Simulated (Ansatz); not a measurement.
## Vibrational response of Al at 18 GPa

These are results of DFT LDA, scalar-relativistic, plane waves, PAW (Ansatz 0.2.0), not measurements. Settings: 420 eV plane-wave cutoff, Γ-centred 18×18×10 mesh, Fermi-Dirac smearing of 0.15 eV. No spin polarisation. Phonons by linear response, acoustic sum rule imposed.

The cell, relaxed at 18 GPa:
```xyz
2
Lattice="2.6767 0.0000 0.0000 -1.3383 2.3181 0.0000 0.0000 0.0000 4.3884" Properties=species:S:1:pos:R:3 pbc="T T T"
Al    1.3383    0.7727    3.2913
Al    0.0000    1.5454    1.0971
```

In a metal, frequencies and elastic constants depend on the k mesh and the smearing, soft modes and shear constants most. Other phases may be more stable at this pressure.

Optical modes at Γ; i marks an imaginary frequency:
| frequency (THz) | degeneracy |
| --- | --- |
| 5.87 | 2 |
| 12.62 | 1 |

All 3 optical modes at Γ are real: no displacement of atoms at fixed cell lowers the energy to second order. Strains and modes at other wave vectors aren't tested by this run.

This form isn't the element's structure at ambient conditions.

Cost: 1 run of about 0.18 core-minutes, on Intel Xeon 6975P-C (Granite Rapids) (shared hosts).